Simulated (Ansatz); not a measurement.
Consider the following.

CaSn$_{2}$O$_{2}$:
```
CELL_PARAMETERS angstrom
      3.73165     0.00000     0.00000
      0.00000     3.73165     0.00000
      0.00000     0.00000     7.90802
ATOMIC_POSITIONS crystal
  Sn 0.00000 0.50000 0.15274
  Sn 0.50000 0.00000 0.84726
  O  0.50000 0.50000 0.00000
  O  0.00000 0.00000 0.00000
  Ca 0.00000 0.00000 0.50000
```

This is the PBE+D3(BJ)-relaxed structure. Cartesian axes are those of the cell as given.

Q: All from PBE+D3(BJ) (plane waves, PAW; program Ansatz), unless another level is named. Predict the highest zone-centre frequency.

A: 14.43 THz.

Q: Give the bulk modulus (Birch–Murnaghan fit).

A: 27.9 GPa.

Q: Give the elastic constants (relaxed ions, GPa).

A: C11 = 57.8, C12 = 58.5, C13 = 9.0, C33 = 53.9, C44 = -8.6, C66 = 43.2.

Space group P-4m2. A made-up cell: these elements were put on the sites of a structure type; neither database checked (COD, Materials Project) lists it. Its standing as an ambient phase is unchecked. Symmetry was held in the PBE+D3(BJ) relaxation. At this level the phase is mechanically unstable. As this level gives no gap, shear constants depend on the k-mesh and smearing (Fermi–Dirac, 0.1 eV here). As this level gives no gap, phonon frequencies hold no LO–TO term and depend on the k-mesh and smearing (Fermi–Dirac, 0.1 eV here). Scalar-relativistic: spin–orbit coupling is off unless named, which matters more the heavier the elements.

Potentials: the later of the program's two PAW sets.
